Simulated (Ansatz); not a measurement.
W (bcc, W type) is sheared across one {211} plane: the third cell vector gains the shift, so faults repeat every 7.8 Å. The cut lies between planes 1.30 Å apart; the cell height is held.

```
W
1.0
    2.75712     0.00000     0.00000
    0.00000     4.50236     0.00000
    0.00000     0.00000     7.79832
W
6
Direct
  0.00000   0.00000   0.91667
  0.66667   0.50000   0.08333
  0.33333   0.00000   0.25000
  0.00000   0.50000   0.41667
  0.66667   0.00000   0.58333
  0.33333   0.50000   0.75000
```

In-plane vectors a = (2.757, 0.000) Å, b = (0.000, 4.502) Å, area 12.41 Å². The shift is s times the vector a (length 2.757 Å), so s = 1 restores the start. The shift is rigid: no atom relaxes. γ = [E(shift) − E(0)] / area.

Level of theory: PBE (plane waves to 420 eV, PAW, scalar-relativistic; Ansatz, a first-principles code). k mesh 14×9×5 (Γ-centred), Fermi-Dirac smearing 0.05 eV. Energies are extrapolated to zero smearing. With partly filled bands, the k mesh leaves noise in γ, roughly 0.02 J/m² as judged from a few cases. Faults lie only 7.8 Å apart, and holding the cell height and the atoms raises γ above its relaxed value. Spin-orbit coupling is left out, though W is heavy. The PAW data are Ansatz's earlier set. W is run without spin polarisation. W was relaxed with its symmetry unable to fall. γ is measured from zero shift. The last digit holds for this mesh only.

```json
[
 {"s": "0.000", "γ (J/m²)": "0.00"},
 {"s": "0.083", "γ (J/m²)": "0.23"},
 {"s": "0.167", "γ (J/m²)": "0.82"},
 {"s": "0.250", "γ (J/m²)": "1.53"},
 {"s": "0.333", "γ (J/m²)": "2.02"},
 {"s": "0.417", "γ (J/m²)": "2.17"},
 {"s": "0.500", "γ (J/m²)": "2.10"},
 {"s": "0.583", "γ (J/m²)": "1.96"},
 {"s": "0.667", "γ (J/m²)": "1.73"},
 {"s": "0.750", "γ (J/m²)": "withheld"},
 {"s": "0.833", "γ (J/m²)": "0.75"},
 {"s": "0.917", "γ (J/m²)": "0.23"}
]
```

**Question.** Fit a Fourier form (three harmonics of 1 − cos and sin) to the given rows and predict γ at s = 0.750.

**Answer.** Least squares on the 11 given rows: γ = (1.063)·[1 − cos(2πs)] + (0.104)·sin(2πs) + (0.187)·[1 − cos(4πs)] + (-0.062)·sin(4πs) + (-0.012)·[1 − cos(6πs)], in J/m²; root-mean-square residual 0.003 J/m². At 0.750 the fit gives 1.32 J/m²; the calculation gives 1.33 J/m², so the interpolation is off by -0.01 (-0.8 %). 

(The slope of γ gives the shear force per area between the displaced halves; near zero shift its curvature is an elastic stiffness.)
